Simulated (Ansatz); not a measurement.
MoS₂ (2H-MoS2 type, space group P6_3/mmc)

```
MoS2
1.0
    3.10903     0.00000     0.00000
   -1.55452     2.69250     0.00000
    0.00000     0.00000    11.70864
Mo S
2 4
Cartesian
  0.00000   1.79500   2.92716
  1.55452   0.89750   8.78148
  0.00000   1.79500   7.21818
  1.55452   0.89750   1.36386
  1.55452   0.89750   4.49046
  0.00000   1.79500  10.34478
```

The slice is a (1 -1 0 0) plane (indices of the conventional cell) through the point (0.667, 0.333, 0.384) (fractional), spanned by u = [110] and v = [001] in vectors of this cell: u (3.11 Å) and v (11.71 Å, at 90° to u). It covers one period; positions are fractions (u, v).

The numbers are results of PBEsol-D3(BJ) (plane waves to 420 eV, PAW, scalar-relativistic; Ansatz, a program for electronic structure), not measurements. k mesh 12×12×3. Inside the PAW spheres the values are not all-electron values, and peaks at nuclei hang on which shells count as valence. MoS2 is run without spin polarisation. MoS2 was relaxed with its symmetry unable to fall. The PAW data are Ansatz's earlier set.

### Question
Sketch the valence electron density on this plane as a map.

### Answer
```tsv
v \ u	0.00	0.12	0.25	0.38	0.50	0.62	0.75	0.88
0.88	-0.6	-0.6	-0.4	-0.2	0.0	-0.2	-0.4	-0.6
0.75	-0.5	0.0	0.0	-0.5	-0.7	-0.5	0.0	0.0
0.62	-0.7	-0.8	-1.0	-1.2	-1.3	-1.2	-1.0	-0.8
0.50	-0.8	-0.7	-0.5	-0.3	-0.2	-0.3	-0.5	-0.7
0.38	0.8	0.8	0.3	-0.4	-0.6	-0.4	0.3	0.8
0.25	-0.6	-0.6	-0.4	-0.3	-0.2	-0.3	-0.4	-0.6
0.12	-1.0	-1.0	-1.1	-1.1	-1.1	-1.1	-1.1	-1.0
0.00	-1.1	-0.1	-0.1	-0.5	-0.8	-0.5	-0.1	-0.1
```

Values: log₁₀ of the valence density in e/Å³. The scale is logarithmic, as a density can span decades between atoms and voids.
